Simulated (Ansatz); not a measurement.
Input and command of a calculation in Ansatz (plane waves; scalar-relativistic PAW potentials unless the input names others):

```yaml
crystal:
  lattice:
    - [4.1436098723, 0.0, 0.0]
    - [-2.0718049361, 3.5884714128, 0.0]
    - [0.0, 0.0, 31.482045783]
  atoms:
    - { symbol: Se, position: [0.0, 0.0, 0.2380435579] }
    - { symbol: Bi, position: [0.3333333333, 0.6666666667, 0.2878769437] }
    - { symbol: Se, position: [0.6666666667, 0.3333333333, 0.3491794635] }
    - { symbol: Bi, position: [0.0, 0.0, 0.4102546663] }
    - { symbol: Se, position: [0.3333333333, 0.6666666667, 0.4602608041] }
    - { symbol: Se, position: [0.6666666667, 0.3333333333, 0.5397392175] }
    - { symbol: Bi, position: [0.0, 0.0, 0.589745349] }
    - { symbol: Se, position: [0.3333333333, 0.6666666667, 0.6508205922] }
    - { symbol: Bi, position: [0.6666666667, 0.3333333333, 0.7121229832] }
    - { symbol: Se, position: [0.0, 0.0, 0.7619564226] }
basis:
  ecutwfc: 420
kpoints:
  mp_grid: { grid: [9, 9, 1] }
hamiltonian:
  xc: pbe
  dispersion: d3bj
scf:
  occupations: { method: fixed }
  max_iter: 50
output:
  forces: true
  eigenvalues: true
efield:
  axis: 3
  dipole_correction: true
  ramp_width: 0.04
```

```bash
ansatz run input.yaml --threads 4 --pin off --max-ram 10240MiB --backend cpu --events-out ev --progress --plain --runs-dir out
```

Abridged log:
```
Pseudopotentials: kind: paw
Pseudopotential: Se, paw, valence charge 16, recommended cutoff 420 eV (normal)
Pseudopotential: Bi, paw, valence charge 15, recommended cutoff 420 eV (normal)
Functional definition: PBE
Crystal: 10 atoms, lattice volume = 468.114 Å³
Basis set: ecut = 420 eV, 9021 PW (Γ), exchange–correlation on 60×60×432 points (8 copies of the dense FFT grid, shifted against one another)
Bands: 94, of which v1, the nominal top of the filled ones, is band 78 counted from 1 (77 counted from 0)
Symmetry: 6 space group operations
k-points: 12 of 81 (time reversal used)
Initial density: superposition of atomic densities (neutral atoms: chi_scale 0, normalization atom), corrected by the library's trained network
Initial wavefunctions: pseudopotential atomic-orbital guess
Functional: x = pbe(κ = 0.804, μ = 0.21951497), c = pbe(β = 0.06672455)
SCF iter   1: F=—  HF=-82408.064411 eV  |F-HF|=—  |Δ(HF+E_count)|=         —  Δρ=9.72e-4  dr2=1.45e-2  ethr=1.77e-3  p= 0.000 e·Å  D=-2.25e-7 V/Å  ΔV_dip=0.00 eV  dr2_dipole=1.03e-8  V_vac-E_F(+/−)=5.66/5.66 eV  ⟨swp⟩=5.1  Hψ=3698  notcnv=0  defer=164
efield: sawtooth ramp at fractional position 0.9800 (placed from the atoms, in the widest stretch of the axis that holds none; the zero of the levels goes with the place), width 0.0400; the density the first Hamiltonian is built on has a dipole p =  0.000 e·Å; the dipole correction subtracts the counter field D = -2.25e-7 V/Å, which shifts the + side's vacuum level by +0.00 eV against the − side's; the planar-averaged density in the ramp window peaks in size at 1.5e-5 e/Å³
SCF iter   2: F=—  HF=-82408.065619 eV  |F-HF|=—  |Δ(HF+E_count)|=   1.21e-3  Δρ=7.63e-4  dr2=4.61e-2  ethr=9.27e-6  p=0.000 e·Å  D=1.61e-5 V/Å  ΔV_dip= 0.00 eV  dr2_dipole=1.27e-7  V_vac-E_F(+/−)=5.74/5.74 eV  ⟨swp⟩=3.7  Hψ=2464  notcnv=0  defer=168
density mixer auto → msr1: gapped (density of states about μ 0.23 of a free-electron gas's, 112 screened modes)
SCF iter   3: F=—  HF=-82408.063733 eV  |F-HF|=—  |Δ(HF+E_count)|=   1.89e-3  Δρ=4.26e-4  dr2=8.81e-3  ethr=9.27e-6  p= 0.000 e·Å  D=-7.97e-6 V/Å  ΔV_dip=0.00 eV  dr2_dipole=4.90e-8  V_vac-E_F(+/−)=5.62/5.62 eV  ⟨swp⟩=2.8  Hψ=1232  notcnv=0  defer=168
SCF iter   4: F=—  HF=-82408.063615 eV  |F-HF|=—  |Δ(HF+E_count)|=   1.17e-4  Δρ=1.81e-4  dr2=6.37e-4  ethr=5.65e-6  p=0.000 e·Å  D=6.62e-6 V/Å  ΔV_dip= 0.00 eV  dr2_dipole=3.59e-8  V_vac-E_F(+/−)=5.63/5.63 eV  ⟨swp⟩=1.8  Hψ=1036  notcnv=0  defer=168
SCF iter   5: F=—  HF=-82408.063739 eV  |F-HF|=—  |Δ(HF+E_count)|=   1.23e-4  Δρ=5.46e-5  dr2=4.44e-5  ethr=4.08e-7  p= 0.000 e·Å  D=-5.70e-5 V/Å  ΔV_dip=0.00 eV  dr2_dipole=2.32e-6  V_vac-E_F(+/−)=5.63/5.63 eV  ⟨swp⟩=2.0  Hψ=1219  notcnv=0  defer=162
SCF iter   6: F=—  HF=-82408.063959 eV  |F-HF|=—  |Δ(HF+E_count)|=   2.20e-4  Δρ=3.61e-5  dr2=4.84e-5  ethr=2.85e-8  p=0.001 e·Å  D=2.06e-4 V/Å  ΔV_dip=-0.01 eV  dr2_dipole=2.90e-5  V_vac-E_F(+/−)=5.62/5.63 eV  ⟨swp⟩=2.0  Hψ=1396  notcnv=0  defer=112
SCF iter   7: F=—  HF=-82408.063961 eV  |F-HF|=—  |Δ(HF+E_count)|=   1.47e-6  Δρ=2.60e-5  dr2=4.33e-5  ethr=2.85e-8  p=-0.001 e·Å  D=-2.61e-4 V/Å  ΔV_dip=0.01 eV  dr2_dipole=4.44e-5  V_vac-E_F(+/−)=5.63/5.62 eV  ⟨swp⟩=2.0  Hψ=1187  notcnv=0  defer=112
SCF iter   8: F=—  HF=-82408.063958 eV  |F-HF|=—  |Δ(HF+E_count)|=   3.00e-6  Δρ=1.14e-5  dr2=4.63e-6  ethr=2.78e-8  p= 0.000 e·Å  D=-7.93e-5 V/Å  ΔV_dip=0.00 eV  dr2_dipole=4.35e-6  V_vac-E_F(+/−)=5.63/5.62 eV  ⟨swp⟩=1.2  Hψ=1018  notcnv=0  defer=112
SCF iter   9: F=—  HF=-82408.063958 eV  |F-HF|=—  |Δ(HF+E_count)|=   4.43e-7  Δρ=4.56e-6  dr2=3.62e-7  ethr=2.97e-9  p= 0.000 e·Å  D=-2.15e-5 V/Å  ΔV_dip=0.00 eV  dr2_dipole=2.98e-7  V_vac-E_F(+/−)=5.63/5.63 eV  ⟨swp⟩=1.7  Hψ=1053  notcnv=0  defer=112
SCF iter  10: F=—  HF=-82408.063958 eV  |F-HF|=—  |Δ(HF+E_count)|=   1.77e-7  Δρ=2.12e-6  dr2=1.44e-7  ethr=6.41e-11  p=0.000 e·Å  D=1.83e-7 V/Å  ΔV_dip= 0.00 eV  dr2_dipole=2.73e-10  V_vac-E_F(+/−)=5.63/5.63 eV  ⟨swp⟩=17.1  Hψ=6751  notcnv=0
SCF iter  11: F=-82408.063958 eV  HF=-82408.063958 eV  |F-HF|=1.58e-8  |Δ(HF+E_count)|=  6.40e-10  Δρ=8.64e-7  dr2=6.56e-9  ethr=6.41e-11  p= 0.000 e·Å  D=-1.23e-6 V/Å  ΔV_dip=0.00 eV  dr2_dipole=1.48e-10  V_vac-E_F(+/−)=5.63/5.63 eV  ⟨swp⟩=4.2  Hψ=3250  notcnv=0
SCF 1 converged in 11 iterations: F = -82408.063958 eV  dr2 = 6.56e-9
SCF converged after 11 iterations
Free energy (F): -82408.063958 eV
Harris-Foulkes:  -82408.063958 eV  (|F-HF|=1.58e-8)
Internal energy: -82408.063958 eV  (E = F + TS)
E sigma→0 (E₀):  -82408.063958 eV
Fermi energy:    3.133312 eV
Dipole field:    D = 0.000009 V/Å  (p = 0.000024 e·Å, saw-weighted, corrected)
Work function:   Φ+ = 5.6254 eV   Φ− = 5.6257 eV
Levels:          The Fermi level and band energies are counted from a zero that moves with the ramp; work functions are not
  E_disp       = -3.593764  (pairwise vdW)
--- Forces (eV/Å), atoms counted from 1 ---
  atom   1  Se     0.00000000     0.00000000    -0.00003046
  atom   2  Bi     0.00000000     0.00000000     0.00002806
  atom   3  Se     0.00000000     0.00000000     0.00018549
  atom   4  Bi     0.00000000     0.00000000     0.00012336
  atom   5  Se     0.00000000     0.00000000    -0.00050882
  atom   6  Se     0.00000000     0.00000000     0.00051625
  atom   7  Bi     0.00000000     0.00000000    -0.00013632
  atom   8  Se     0.00000000     0.00000000    -0.00021692
  atom   9  Bi     0.00000000     0.00000000     0.00003866
  atom  10  Se     0.00000000     0.00000000     0.00000707
```

One setting here is risky: scf.occupations: {"method": "gaussian", "width": 0.05} → {"method": "fixed"} (in general: fixed occupations whatever the gap). For this cell it did little harm: the run converged in 11 SCF iterations (reference: 11) with the reference's energy to 0.01 meV/atom, largest force 0.001 eV/Å, gap on the mesh 0.51 eV. A reference run of the same geometry without this change converged with largest force 0.001 eV/Å, gap on the mesh 0.51 eV.

Spin-orbit coupling is left out, which matters for the bands of heavy elements.

It took 14 s on 4 threads of Intel(R) Xeon(R) Platinum 8375C CPU @ 2.90GHz (Ice Lake) (shared host), peak memory 1.4 GiB.
